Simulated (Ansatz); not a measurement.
The start is a relaxed Zr cell displaced along its unstable phonon at q = (½, ½, 0) of its primitive reciprocal cell (45i cm⁻¹), largest move 0.15 Å. The structure is fully relaxed (lattice and positions, P = 0) with PBE (plane waves to 420 eV, PAW, scalar-relativistic; Ansatz, a first-principles code). The first steps use a coarse 13×13×13 k-mesh.

Initial structure:
```
Zr
1.0
   -3.80193     3.80193     3.16904
    0.00000     0.00000     3.16904
    1.90097     1.90097    -1.58452
Zr
2
Direct
  0.00000   0.52790   0.05580
  0.50000   0.47210   0.94420
```

**Question.** Which atoms feel the largest initial force, and how large is it?

**Answer.** 0.12 eV/Å, on Zr1, Zr2 (atoms numbered as listed).

**Question.** How much energy is released per atom?

**Answer.** 0.05 eV/atom.

**Question.** How does the volume change?

**Answer.** +2.1 %, from 22.90 to 23.40 Å³/atom.

**Question.** Does it find its way back to the structure it was made from?

**Answer.** It does not go back: it reaches P6₃/mmc (No. 194), hcp (Mg type), 0.06 eV/atom below the parent.

Final values are on a 17×17×9 k-mesh of the relaxed cell. No spin polarisation in the result.

The run could not lose the symmetry of its start.

Of the parent cell (I4/mmm (No. 139)): it is a generated cell of Zr: the first start was made by placing the elements on the sites of a structure type, and the end was not matched to a known phase here, so it may be hypothetical. Known forms of Zr include space group No. 194.
